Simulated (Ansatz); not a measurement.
BiB:
```
CELL_PARAMETERS angstrom
      3.34887     0.00000     0.00000
      0.00000     3.34887     0.00000
      0.00000     0.00000     3.34887
ATOMIC_POSITIONS crystal
  B  0.00000 0.00000 0.00000
  Bi 0.50000 0.50000 0.50000
```

Relaxed with r²SCAN. Special points in fractions of this cell's reciprocal vectors: Γ (0.000, 0.000, 0.000); X (0.000, 0.500, 0.000); M (0.500, 0.500, 0.000); R (0.500, 0.500, 0.500).

**Question.** List the band energies nearest the Fermi level at these points for DFT-r²SCAN in the program Ansatz with PAW potentials.

**Answer.** In eV from the Fermi level; about four levels below and three above (degenerate sets whole), none deeper than 8.9 eV; … stands for higher levels left out; points with the same levels are listed once.

```json
[
 {"k": "Γ", "below": "-2.67 -0.80 -0.80 -0.80", "above": "6.20 6.20 …"},
 {"k": "X", "below": "–", "above": "2.14 2.14 2.16"},
 {"k": "M", "below": "-5.75 -5.63 -5.63", "above": "2.58 5.67 5.79 5.79"},
 {"k": "R", "below": "-2.34 -2.34 -2.34 -1.21 -1.21 -1.21", "above": "…"}
]
```

Space group Pm-3m (CsCl type). The cell is a constructed one: a structure type filled with these elements; neither database checked (COD, Materials Project) lists it. Whether it is the stable phase at ambient conditions was not checked. The r²SCAN relaxation kept the symmetry of its start; its stability against distortions is not shown here. Scalar-relativistic: spin–orbit coupling is off unless named, which matters more the heavier the elements.

Potentials: the later of the program's two PAW sets.
